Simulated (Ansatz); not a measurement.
The relaxed structure here is a generated cell of InSe: the first start was made by a random draw of sites in a space group, and the end was not matched to a known phase here, so it may be hypothetical. Known forms of InSe include space group No. 194.

A relaxed cell of InSe (P3₂21 (No. 154)), relaxed on a k-mesh at least as fine as the one used below. All values below come from PBE (plane waves to 420 eV, PAW, scalar-relativistic; Ansatz, a program for electronic structure). Γ-centred k-mesh 4×2×6 on the run's cell (coarser than for final values), Fermi–Dirac smearing 0.05 eV.

```
InSe
1.0
    7.49175     0.00000     0.00000
   -7.49175    12.97610     0.00000
    0.00000     0.00000     4.25802
In Se
6 6
Direct
  0.00000   0.15873   0.33333
  0.00000   0.65873   0.33333
  0.68253   0.34127   0.00000
  0.68253   0.84127   0.00000
  0.31747   0.00000   0.66667
  0.31747   0.50000   0.66667
  0.00000   0.34596   0.33333
  0.00000   0.84596   0.33333
  0.30807   0.15404   0.00000
  0.30807   0.65404   0.00000
  0.69193   0.00000   0.66667
  0.69193   0.50000   0.66667
```

The atoms are displaced by (Å):

```csv
atom,ux,uy,uz
In1,0.114,-0.031,0.117
In2,0.097,-0.065,0.134
In3,-0.089,0.027,0.008
In4,-0.034,-0.010,0.085
In5,-0.090,0.096,-0.062
In6,0.002,0.006,0.071
Se7,0.035,-0.073,0.077
Se8,-0.125,0.020,-0.088
Se9,-0.159,0.065,-0.081
Se10,0.066,-0.032,0.101
Se11,-0.024,-0.072,-0.086
Se12,-0.075,0.015,0.090
```

Question: What forces (eV/Å) and pressure result?

Answer: 
```csv
atom,Fx,Fy,Fz
In1,-0.36,0.18,0.48
In2,-0.32,0.41,0.07
In3,0.43,-0.09,0.27
In4,-0.36,0.27,-0.26
In5,0.06,-0.37,-0.16
In6,-0.09,-0.30,-0.17
Se7,0.02,0.07,0.04
Se8,0.44,-0.08,0.17
Se9,-0.05,0.03,-0.22
Se10,0.24,0.04,-0.14
Se11,0.14,-0.22,-0.01
Se12,-0.14,0.06,-0.07
```

Pressure +0.2 GPa.

The undisplaced cell is probably no minimum: from this displacement the run went on to P1 (No. 1) at a tolerance of 0.01 Å, Pm (No. 6) at 0.1 Å, 0.21 eV/atom below it.

No spin polarisation in the result. The relaxed primitive cell holds an odd number of electrons. A magnetic state may lie lower.
